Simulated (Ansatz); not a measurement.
## In2Sb: two-dimensional strain map

Level of theory: Ansatz 0.2.0, DFT r2SCAN, scalar-relativistic, plane waves, PAW. Settings: plane waves to 500 eV, k-mesh 12×12×8 (Γ-centred), Gaussian smearing 0.15 eV. No spin polarisation. Energies are free energies at this smearing, counted from the undisturbed cell; pressure is positive in compression.

Zero of the scan (relaxed at this level; it needn't be the usual structure):

```
In Sb
1.0
     5.41546    0.00000    0.00000
    -2.70773    4.68993    0.00000
     0.00000    0.00000    6.44732
In Sb
4 2
Direct
  0.66667 0.33333 0.25000
  0.33333 0.66667 0.75000
  0.00000 0.00000 0.50000
  0.00000 0.00000 0.00000
  0.66667 0.33333 0.75000
  0.33333 0.66667 0.25000
```

The cell is strained by p along both x and y and by q along z, fractional coordinates fixed. Points are written (p, q).

Energy above the undisturbed cell in meV/atom (a dash: not computed):

```
 p \ q  -0.030  -0.015  0.000  0.015  0.030
-0.030    34.0    25.2   20.1   17.5   16.9
 0.000     5.3       –    0.0      –    6.3
 0.030    10.2       –   13.3      –   26.3
```

Pressure in GPa:

```csv
p \ q,-0.030,-0.015,0.000,0.015,0.030
-0.030,5.0,4.1,3.2,2.5,1.9
0.000,1.5,–,0.0,–,-1.1
0.030,-1.0,–,-2.2,–,-3.1
```